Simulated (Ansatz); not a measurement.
# Ti$_{2}$CN (R-3m): electronic heat capacity and spin susceptibility from the density of states

The calculation used Ansatz 0.2.0, DFT r2SCAN, scalar-relativistic, plane waves, PAW.

Plane waves to 500 eV, a k mesh through Γ of 18×18×18 on the computed 4-atom cell and Gaussian smearing (0.10 eV); no spin polarisation.

Relaxed cell: R-3m, a = 3.023 Å, b = 3.023 Å, c = 14.855 Å, α = 90.00°, β = 90.00°, γ = 120.00°, 4 atoms in the primitive cell. Whether it is the stable form of this composition wasn't checked.

The density of states at the Fermi level is 1.341 states/eV in the cell of 4 atoms (1 formula unit; both spins, tetrahedra on a 27×27×27 mesh).

Q: What Sommerfeld coefficient and Pauli susceptibility does this give?

A: Per formula unit N(E_F) = 1.341 states/eV. γ = (π²/3) k_B² N(E_F) N_A = 2.357 mJ/(mol K²) per state/eV, so γ = 3.2 mJ/(mol K²), a mole of formula units. χ_P = μ_B² N(E_F) N_A = 3.23×10⁻⁵ emu/mol per state/eV gives 4.3×10⁻⁵ emu/mol. This is the bare band result: a measured γ of the same phase is as a rule larger by a factor 1 + λ from phonons and spin fluctuations, the spin part of χ is larger by the Stoner factor, and a measured χ also holds orbital and core terms. N(E_F) at one energy is sensitive to the mesh where the density of states has sharp peaks.

Spin polarisation was left out, and a magnetic state may lie lower.

A ferromagnetic start lost its moments in a first run, so spin was left out; other magnetic orders weren't tried.

Cost: 1 run of about 4.2 core-minutes, on Arm Neoverse V1 (shared hosts).